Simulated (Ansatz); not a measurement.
The start is a generated cell, Te3As2 placed in the corundum structure type. A full variable-cell relaxation at zero pressure is run with r2SCAN (plane waves to 500 eV, PAW, scalar-relativistic; Ansatz, a quantum-chemistry and plane-wave program). The first steps use a 6×6×6 k-mesh.

Starting cell:
```
CELL_PARAMETERS angstrom
      3.67675     2.12277     6.69065
     -3.67675     2.12277     6.69065
      0.00000    -4.24555     6.69065
ATOMIC_POSITIONS crystal
  As 0.35216 0.35216 0.35216
  As 0.14784 0.14784 0.14784
  As 0.64784 0.64784 0.64784
  As 0.85216 0.85216 0.85216
  Te 0.55610 0.94390 0.25000
  Te 0.25000 0.55610 0.94390
  Te 0.94390 0.25000 0.55610
  Te 0.44390 0.05610 0.75000
  Te 0.75000 0.44390 0.05610
  Te 0.05610 0.75000 0.44390
```

Q: How large is the pressure on the unrelaxed cell, and of which sign?

A: -1.9 GPa (negative: the cell is under tension).

Q: Which atoms feel the largest initial force, and how large is it?

A: 0.16 eV/Å, on As1, As2, As3, As4 (atoms numbered as listed).

Q: By how much does the energy per atom fall from start to end?

A: 0.02 eV/atom.

Q: How does the volume per atom move from start to end?

A: -2.4 %, from 31.33 to 30.57 Å³/atom.

Q: How do the shortest distances between atoms change?

A: The closest pairs of elements (up to four, under 3.6 Å), start → end: As–Te 2.87 → 2.83 Å; As–As 4.10 → 3.50 Å.

Q: What band gap does the relaxed structure have at this level?

A: Zero (metallic).

Q: Give the final cell and atomic positions.

A: 
Space group R-3c, hexagonal axes (No. 167); a = b = 7.237 Å, c = 20.223 Å, α = β = 90.00°, γ = 120.00°

```tsv
atom	site	symmetry	x	y	z
As	12c	3.	0.0000	0.0000	0.1636
Te	18e	.2	0.3081	0.3081	0.7500
```
(The calculation used a cell of 10 atoms; values per cell refer to that cell.)

The space group stays R-3c (No. 167) (the run could not lower it); the end is anti-corundum type, with 10 atoms in the primitive cell. Final values are on a 8×8×8 k-mesh of the relaxed cell. No spin polarisation in the result.

The run could not lose the symmetry of its start, so the end can be a saddle point.

The relaxed structure here is a generated cell of Te3As2: the first start was made by placing the elements on the sites of a structure type, and the end was not matched to a known phase here, so it may be hypothetical.
